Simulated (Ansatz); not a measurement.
# Sr3La3Ni3O11: frames of a relaxation, V_O, charge +0, atoms relaxed at the host's cell

Level of theory: PBEsol+U (Ni 6.2 eV), collinear spin, scalar-relativistic; Ansatz, plane waves to 420 eV (PAW set soft_2), k-mesh 5×5×5.

Positions in Å and forces in eV/Å; free energies count from the last frame.

```
20
Lattice="-3.822 -3.822 0.000 -1.911 -1.911 6.154 -7.644 3.822 0.000" Properties=species:S:1:pos:R:3:forces:R:3 pbc="T T T" step=1 dE=1.461eV
La   -5.733    1.911    1.720    0.000    0.000   -0.945
La   -5.733   -1.911    1.720    1.259   -1.259   -0.533
La   -9.555    1.911    1.720   -1.259    1.259   -0.533
Ni   -9.555   -1.911    6.106    0.000    0.000   -1.175
Ni   -5.733   -1.911    6.106    0.236   -0.236    0.060
Ni   -9.555    1.911    6.106   -0.236    0.236    0.060
O    -3.822    0.000    2.007   -0.124    0.124    0.723
O    -3.822   -3.822    2.007    0.124   -0.124    0.723
O    -9.555   -1.911    4.055    0.000    0.000   -1.148
O    -5.733   -1.911    4.055   -0.388    0.388   -0.883
O    -9.555    1.911    4.055    0.388   -0.388   -0.883
O    -7.644    1.911    0.068    0.341   -0.805    0.673
O    -7.644   -1.911    0.068   -0.341    0.805    0.673
O    -3.822   -1.911    0.068    0.000    0.000    0.227
O    -5.733    0.000    0.068   -0.805    0.341    0.673
O    -1.911    0.000    0.068    0.000    0.000    0.227
O    -9.555    0.000    0.068    0.805   -0.341    0.673
Sr   -7.644    0.000    4.437    0.000    0.000    1.218
Sr   -7.644   -3.822    4.437    0.182   -0.182    0.086
Sr   -3.822   -3.822    4.437   -0.182    0.182    0.086
```

```
20
Lattice="-3.822 -3.822 0.000 -1.911 -1.911 6.154 -7.644 3.822 0.000" Properties=species:S:1:pos:R:3:forces:R:3 pbc="T T T" step=3 dE=0.340eV
La   -5.733    1.911    1.657    0.000    0.000    0.312
La   -5.596   -2.047    1.674   -0.202    0.202    0.517
La   -9.691    2.047    1.674    0.202   -0.202    0.517
Ni   -9.555   -1.911    5.986    0.000    0.000   -0.810
Ni   -5.750   -1.894    6.111   -0.018    0.018   -0.279
Ni   -9.538    1.894    6.111    0.018   -0.018   -0.279
O    -3.812   -0.010    2.057    0.183   -0.183    0.257
O    -3.832   -3.812    2.057   -0.183    0.183    0.257
O    -9.555   -1.911    3.931    0.000    0.000    0.126
O    -5.799   -1.845    3.996   -0.157    0.157   -0.285
O    -9.489    1.845    3.996    0.157   -0.157   -0.285
O    -7.624    1.875    0.134   -0.103   -0.396    0.381
O    -7.663   -1.875    0.134    0.103    0.396    0.381
O    -3.822   -1.911    0.055    0.000    0.000   -0.349
O    -5.769    0.020    0.134   -0.396   -0.103    0.381
O    -1.911    0.000    0.055    0.000    0.000   -0.349
O    -9.518   -0.020    0.134    0.396    0.103    0.381
Sr   -7.644    0.000    4.575    0.000    0.000   -0.426
Sr   -7.639   -3.826    4.454   -0.033    0.033   -0.223
Sr   -3.826   -3.817    4.454    0.033   -0.033   -0.223
```

```
20
Lattice="-3.822 -3.822 0.000 -1.911 -1.911 6.154 -7.644 3.822 0.000" Properties=species:S:1:pos:R:3:forces:R:3 pbc="T T T" step=8 dE=0.000eV
La   -5.733    1.911    1.705    0.000    0.000   -0.002
La   -5.604   -2.040    1.682    0.025   -0.025    0.027
La   -9.684    2.040    1.682   -0.025    0.025    0.027
Ni   -9.555   -1.911    5.974    0.000    0.000    0.000
Ni   -5.760   -1.884    6.071    0.019   -0.019   -0.016
Ni   -9.528    1.884    6.071   -0.019    0.019   -0.016
O    -3.710   -0.112    2.075    0.019   -0.019   -0.013
O    -3.934   -3.710    2.075   -0.019    0.019   -0.013
O    -9.555   -1.911    3.974    0.000    0.000    0.021
O    -5.962   -1.682    3.935    0.001   -0.001   -0.021
O    -9.325    1.682    3.935   -0.001    0.001   -0.021
O    -7.633    1.863    0.251    0.004    0.027    0.003
O    -7.655   -1.863    0.251   -0.004   -0.027    0.003
O    -3.822   -1.911   -0.120    0.000    0.000   -0.001
O    -5.780    0.011    0.251    0.027    0.004    0.003
O    -1.911    0.000   -0.120    0.000    0.000   -0.001
O    -9.507   -0.011    0.251   -0.027   -0.004    0.003
Sr   -7.644    0.000    4.573    0.000    0.000   -0.019
Sr   -7.686   -3.780    4.432    0.002   -0.002    0.018
Sr   -3.780   -3.864    4.432   -0.002    0.002    0.018
```

Caveats: bands were filled unevenly over the k points at some point of the run; open f or d shells may hold a state above the lowest.
